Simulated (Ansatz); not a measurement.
BN in space group P4_2/mnm (No. 136; B on 4f, N on 4g), r²SCAN in the plane-wave PAW code Ansatz. The conduction-band minimum lies on the Γ–Z line, 59 % of the way from Γ, with 2 equivalent valleys. Second derivatives d²E/dk² of the lowest band at one valley (eV·Å²), along Cartesian directions:

| direction | d²E/dk² |
|---|---|
| [100] | 19.26 |
| [010] | 19.26 |
| [001] | 15.45 |
| [110] | 19.26 |
| [101] | 17.36 |
| [011] | 17.36 |

Question: Find the principal effective masses, the density-of-states mass and the conductivity mass.

Answer: Off-diagonal terms follow from H_xy = H[110] − (H_xx + H_yy)/2, and m*/mₑ = 7.620 eV·Å² over each eigenvalue: 0.40, 0.40, 0.49. One valley's DOS mass (m₁m₂m₃)^(1/3) = 0.43, conductivity mass 3/(Σ 1/mᵢ) = 0.42 mₑ.

Question: What effective density of states Nc follows at 300 K for parabolic valleys?

Answer: Nc = 2.509e19 × 2 × (0.43)^(3/2) ≈ 1.4e19 cm⁻³.

Question: With the computed static dielectric constant 7.07 (mean of the diagonal), estimate a hydrogenic donor's binding energy and radius.

Answer: E = 13.606 eV × 0.42/7.07² ≈ 110 meV; a = 0.529 Å × ε/m* ≈ 8.9 Å. Semilocal masses tend to be too small when the gap is underestimated.

The workflow started from a Materials Project entry (that database holds measured and hypothetical structures alike); the Crystallography Open Database copy checked does not list it. It is not the phase usual at ambient conditions (space group No. 186, 194, 216). Symmetry was held in the r²SCAN relaxation; whether a distortion lowers the energy is not shown.

Potentials: the earlier of the program's two PAW sets.
